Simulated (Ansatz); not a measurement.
**WS and the effect of the dispersion correction**

The cell as given:

It takes space group Pm-3m (No. 221, cubic). Conventional cell: a = 3.008 Å, b = 3.008 Å, c = 3.008 Å, α = 90.00°, β = 90.00°, γ = 90.00°. W (site symmetry m-3m) is surrounded by 8 S at 2.60 Å. S (site symmetry m-3m) has 8 W at 2.60 Å as nearest neighbours.

The cell comes from a database or a generator and needn't be the stable form of this composition.

Kept alike: task relaxation of cell and atoms; functional PBEsol; k mesh 9 × 9 × 9; occupations fermi-dirac, width 0.05 eV; no spin polarisation. Program: Ansatz, Ansatz PAW, cutoff 420 eV. The mesh is that of the run's cell of 2 atoms. No spin-orbit coupling.

| dispersion correction | volume (Å³/atom) |
| --- | --- |
| D3(BJ) | 12.835 |
| D3(BJ)-ATM | 12.909 |
| D4 | 13.000 |
| none | 13.198 |

The relaxations keep at least the cell's symmetry (Pm-3m). For a metal such a mesh leaves the last digits unconverged. Relaxations stop with a little pressure left, so the last digits of a volume or edge aren't settled. All rows use potentials made for PBE.

Problem. What does the dispersion correction change here?

Solution. The volume runs from 12.835 (D3(BJ)) to 13.198 Å³/atom (none). Against no correction: D3(BJ) -2.8 %; D3(BJ)-ATM -2.2 %; D4 -1.5 %. Dispersion terms mostly attract and so lower the volume; the schemes' coefficients and damping set how far.
